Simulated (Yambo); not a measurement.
BSE-type run in Yambo on HgI (space group I4/mmm, No. 139), at zero momentum.

Quantum ESPRESSO step (PBEsol, PseudoDojo standard norm-conserving files, scalar-relativistic):
```
&CONTROL
  calculation = 'nscf'
  pseudo_dir = './pseudo'
  outdir = './out'
/
&SYSTEM
  ibrav = 0
  nat = 4
  ntyp = 2
  ecutwfc = 70.0
  ecutrho = 280.0
  occupations = 'fixed'
  force_symmorphic = .true.
  nbnd = 87
/
&ELECTRONS
  conv_thr = 4e-09
  diago_full_acc = .true.
  diago_thr_init = 1e-08
/
ATOMIC_SPECIES
I 126.9045 I.upf
Hg 200.5920 Hg.upf
CELL_PARAMETERS angstrom
 -2.429720542000   2.429720542000   5.882960321000
  2.429720542000  -2.429720542000   5.882960321000
  2.429720542000   2.429720542000  -5.882960321000
ATOMIC_POSITIONS crystal
I   0.650823423900   0.650823423900  -0.000000000000
I   0.349176576100   0.349176576100   0.000000000000
Hg   0.887688751200   0.887688751200   0.000000000000
Hg   0.112311248800   0.112311248800  -0.000000000000
K_POINTS automatic
4 4 4 0 0 0
```

Yambo input:
```
rim_cut
optics
bse
bss
dipoles
em1s
RandQpts= 1000000
RandGvec= 1 Ry
FFTGvecs= 40 Ry
Chimod= "HARTREE"
BSKmod= "SEX"
BSEmod= "resonant"
BSSmod= "hs"
BSENGexx= 15 Ry
BSENGBlk= 4 Ry
% KfnQP_E
 0.812 | 1.0 | 1.0 |
%
% BSEQptR
 1 | 1 |
%
% BSEBands
 11 | 35 |
%
% BEnRange
 0.0 | 10.1 | eV
%
% BDmRange
 0.15 | 0.15 | eV
%
BEnSteps= 202
% BLongDir
 0.0 | 0.0 | 1.0 |
%
BSHayTrs= -0.02
BSSNEig= 24
WRbsWF
% BndsRnXs
 9 | 83 |
%
NGsBlkXs= 4 Ry
% LongDrXs
 1.0 | 1.0 | 1.0 |
%
```

From the report:

The dimension is k points × valence × conduction bands = 64 × 17 × 8 = 8704.
```
  [SLEPC] Approach                          : Krylov-Schur
  [SLEPC] Number of requested eigenvalues   :  24
  [SLEPC] Number of eigenvalues        [NEV]:  24
   [K] Dimension                                    :   8704
   [K] Bands                                        :   11   35
   [K] Exchange res                                 : yes
   [K] Correlation res                              : yes
   [K] W interaction is bare                        : no
   [K] RL vectors exchange                          :   917
   [K] RL vectors correlation                       :  123
   [W] Matrix size                                  :  123
   [W] Bands                                        :    9   83
   [W] Coulomb Cutoff                               : none
   [W] Hxc Kernel                                   : HARTREE
```

Spin-orbit coupling is not included.

Geometry relaxed with PBE+D3(BJ).
